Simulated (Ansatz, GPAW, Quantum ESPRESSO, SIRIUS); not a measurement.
## One calculation of CsH, 5 ways

```xyz
2
Lattice="0.0000 3.1880 3.1880 3.1880 0.0000 3.1880 3.1880 3.1880 0.0000" Properties=species:S:1:pos:R:3 pbc="T T T"
Cs    0.0000    0.0000    0.0000
H     3.1880    3.1880    3.1880
```

Alike in all runs: task single point; functional PBEsol; k mesh 7 × 7 × 7; occupations fermi-dirac, width 0.05 eV; no spin polarisation; no spin-orbit coupling. Pressure is positive in compression and, in plane waves, holds the error of the finite cutoff, which Ansatz's Pulay term estimates and takes out.

```csv
program and potentials,plane-wave cutoff (eV),notes,pressure (GPa)
"Ansatz, Ansatz PAW",420,"potentials made for PBE, which Ansatz adapts in part; Pulay term of +0.02 GPa included",-0.52
"GPAW, PAW data sets generated for this functional",600,-,-0.51
"Ansatz, all-electron LAPW, scalar-relativistic",-,-,-0.52
"Quantum ESPRESSO, GBRV 1.5 PBEsol",612,-,-0.55
"SIRIUS, PseudoDojo 0.4.1 PBEsol standard (scalar relativistic)",983,-,?
```

Question: Estimate from the other rows what the run with SIRIUS, PseudoDojo 0.4.1 PBEsol standard (scalar relativistic) gave.

Answer: Pressure -0.54 GPa. The other rows, which needn't bracket it: pressure -0.55 to -0.51.
